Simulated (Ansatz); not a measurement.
Level of theory: DFT PBE, scalar-relativistic, plane waves, PAW in Ansatz 0.2.0. Cutoff 420 eV, Γ-centred meshes of about 0.25 Å⁻¹ or finer for metals and 0.3 Å⁻¹ for insulators (2π included), Gaussian smearing. No spin polarisation.

Relaxed structures of Bi2TeO4, with energies over the first row. Coordination counts O atoms around Bi and Te (those within 1.25 times the shortest such distance or 1.15 times the sum of covalent radii, 1.27 where that leaves under three; a plus sign parts nearer from farther groups; the shortest distance is added where it exceeds 1.18 times the sum of covalent radii).

```csv
#,form,sites,V (Å³/atom),coordination,ΔE (meV/atom)
1,I4/mmm,"Bi 4e; Te 2a; O 4e, 4d",17.5,"Bi 4+4, Te 2",0
2,I4/mmm,"Bi 4e; Te 2a; O 4c, 4d",16.3,"Bi 4+4, Te 4",66
3,I4mm,Bi 4b; Te 2a; O 8c,21.4,"Bi 4, Te 4",102
```

A further structure, relaxed alike:

Space group R-3m:H (No. 166). a = 3.878 Å, b = 3.878 Å, c = 25.789 Å, α = 90.00°, β = 90.00°, γ = 120.00°
```json
{"atom": "Bi", "site": "6c", "symmetry": "3m", "x": "0.3333", "y": "0.6667", "z": "0.8943"}
{"atom": "Te", "site": "3a", "symmetry": "-3m", "x": "0.0000", "y": "0.0000", "z": "0.0000"}
{"atom": "O", "site": "6c", "symmetry": "3m", "x": "0.3333", "y": "0.6667", "z": "0.8020"}
{"atom": "O", "site": "6c", "symmetry": "3m", "x": "0.6667", "y": "0.3333", "z": "0.7070"}
```

Question: Place it among the others.

Answer: It is the highest, 178 meV/atom above row 1, with space group R-3m (No. 166) and 16.0 Å³/atom. Counting O atoms around Bi and Te, this cell has Bi 4+3, Te 6 from 2.5 Å and row 1 has Bi 4+4, Te 2. Bi is surrounded by 4 O at 2.37–2.38 Å and 3 O at 2.80 Å; around Te lie 6 O at 2.47 Å; around O on its first site lie 4 Bi at 2.37–2.38 Å and 3 O at 2.76 Å; O on its second site is surrounded by 3 Te at 2.47 Å and 3 Bi at 2.80 Å.

Weakly bound directions are ill-defined at this level, which has no dispersion term (I4/mmm at 17.5 Å³/atom, I4/mmm at 16.3 Å³/atom), and this can change margins and order among such cells. Spin–orbit coupling, which can matter for Bi and Te, is left out. With atoms moved at random, row 1 (by 6 meV/atom) and row 2 (by 59 meV/atom) fell into a lower structure. Row 3 and the further cell had no clear such test and can be saddle points.
